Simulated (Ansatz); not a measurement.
## HfRu (Pm-3m), a sublattice moved along a line

The calculation used DFT r2SCAN, scalar-relativistic, plane waves, PAW in Ansatz 0.2.0. Cutoff 500 eV, Γ-centred 14×14×14 k-points, Gaussian smearing of 0.15 eV. Spin–orbit coupling is left out, which can shift energies with elements as heavy as these. No spin polarisation. Energies are free energies at this smearing, counted from the undisturbed cell; pressure is positive in compression.

The undisturbed cell (as given, not relaxed at this level; it stands at 1.1 GPa, and it needn't be the usual structure):

```
CELL_PARAMETERS angstrom
3.22500 0.00000 0.00000
0.00000 3.22500 0.00000
0.00000 0.00000 3.22500
ATOMIC_POSITIONS crystal
Hf 0.00000 0.00000 0.00000
Ru 0.50000 0.50000 0.50000
```

Every Ru atom is moved by x along the Cartesian unit vector (-1.000, 0.000, 0.000); the cell and all other atoms stay fixed. The cell is metallic on the mesh throughout.

Problem. Over the sampled range (-0.3000 to 0.2625), is the undisturbed cell the lowest point?

Solution. Yes, every other sampled point lies higher.

The scan:

```
  x (Å)  ΔE (meV/cell)
-0.3000          303.3
-0.1500           77.7
 0.0000            0.0
 0.0375            4.9
 0.0750           19.4
 0.1125           43.8
 0.1875          121.2
 0.2250          173.6
 0.2625          234.3
```